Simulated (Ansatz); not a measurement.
Values for one crystal, relaxed and computed with plane-wave PAW LDA (Ansatz code); other levels are named.

```yaml
volume_per_atom: 14.68 Å³
band_gap: 2.18 eV (indirect)
dynamical_stability_on_the_path: unstable, down to 104i cm⁻¹
conduction_band_minimum: at Γ
Bulk modulus (Birch–Murnaghan fit): 90.0 GPa
zone_centre_stability: no imaginary mode at Γ
electron_effective_mass: 0.33 along x (mₑ)
```

**Question.** Which compound is it?
A) In2Si2O7, C2/m (Pearson symbol mS22)
B) SrWO4, I4_1/a (Sr on 4a, W on 4b, O on 16f)
C) TaAgO3, R-3c (Ta on 6b, O on 18e, Ag on 6a)
D) RbLaTa2O7, P4/mmm (Pearson symbol tP11)

**Answer.** D, RbLaTa2O7, P4/mmm (Pearson symbol tP11)

The first step of the workflow began from a Materials Project structure, measured or hypothetical; the Crystallography Open Database copy checked does not list it. Whether it is the stable phase at ambient conditions was not checked. The cell was relaxed with LDA under the symmetry of its start. The run is not spin-polarised. Spin–orbit coupling is left out wherever it is not named.

Potentials: the later of the program's two PAW sets.
